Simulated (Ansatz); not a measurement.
Relaxed-ion elastic tensor of ZnS (zinc blende, F-43m) in GPa (Voigt order), DFT-r²SCAN in the program Ansatz with PAW potentials; density 4.14 g/cm³, 19.56 Å³ per atom.

```
      1     2     3     4     5     6
-  ----  ----  ----  ----  ----  ----
1   108  64.2  64.2   0.0   0.0   0.0
2  64.2   108  64.2   0.0   0.0   0.0
3  64.2  64.2   108   0.0   0.0   0.0
4   0.0   0.0   0.0  50.1   0.0   0.0
5   0.0   0.0   0.0   0.0  50.1   0.0
6   0.0   0.0   0.0   0.0   0.0  50.1
```

Q: Is the crystal mechanically stable?

A: Yes: the smallest eigenvalue of C is 43.3 GPa.

Q: Work out the Voigt, Reuss and Hill averages.

A: K_V = 78.6, K_R = 78.6, K_H = 78.6; G_V = 38.7, G_R = 32.8, G_H = 35.8 GPa.

Q: Give Young's modulus, Poisson's ratio, Pugh's ratio and the universal anisotropy index.

A: E = 9KG/(3K + G) = 93.2 GPa; ν = 0.30; K/G = 2.20 (ductile by the Pugh limit of 1.75); A_U = 5G_V/G_R + K_V/K_R − 6 = 0.89.

Q: Estimate the sound speeds and the Debye temperature.

A: v_l = √((K + 4G/3)/ρ) = 5530 m/s, v_t = √(G/ρ) = 2940 m/s, mean 3290 m/s; Θ = (h/k)(3n/4πV)^(1/3) v_m = 363 K.

Q: Give the Zener ratio and Young's modulus along [100], [110] and [111].

A: A = 2C44/(C11 − C12) = 2.31; 1/E = S11 − 2(S11 − S12 − S44/2)Γ with Γ = 0, 1/4, 1/3 gives 59.5, 97.5, 124 GPa.

Q: Solve the Christoffel equation for the three sound speeds along [100], [110], [111].

A: Eigenvalues of C_ijkl n_j n_l equal ρv² (piezoelectric stiffening left out). In km/s, slowest first: [100] 3.48, 3.48, 5.10; [110] 2.29, 3.48, 5.73; [111] 2.74, 2.74, 5.93.

Symmetry was held in the r²SCAN relaxation; phonons on a q-mesh show no instability.

Potentials: the later of the program's two PAW sets.
